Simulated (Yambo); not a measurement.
CsCaF₃ (cubic perovskite, space group Pm-3m, No. 221), G0W0@PBEsol in Yambo with this input:

```
rim_cut
gw0
dyson
el_el_corr
HF_and_locXC
ppa
em1d
RandQpts= 1000000
RandGvec= 1 Ry
EXXRLvcs= 84 Ry
VXCRLvcs= 336 Ry
Chimod= "HARTREE"
% BndsRnXp
 1 | 272 |
%
NGsBlkXp= 7 Ry
% LongDrXp
 1.0 | 1.0 | 1.0 |
%
PPAPntXp= 27.2114 eV
% GbndRnge
 1 | 272 |
%
GTermKind= "BG"
DysSolver= "n"
ExtendOut
```

On a 2×2×2 mesh, with wavefunctions cut at 84 Ry, the gap (Γ → Γ) is 10.252 eV and the valence edge shifts by -2.172 eV.

Question: What happens with this change: 108 bands in G?

Answer: The gap rises by 0.058 eV, to 10.310 eV; the shift of the valence edge becomes -2.150 eV. Neither run is shown to be the converged limit.

Geometry of the Materials Project entry, not relaxed at this level; primitive cell a = b = c = 4.5205 Å, α = β = γ = 90.00°.

The structure is a Materials Project entry; no match was found in the copy of COD used, and its stability was not checked.

A shift is the quasiparticle energy of the state minus its PBEsol energy.
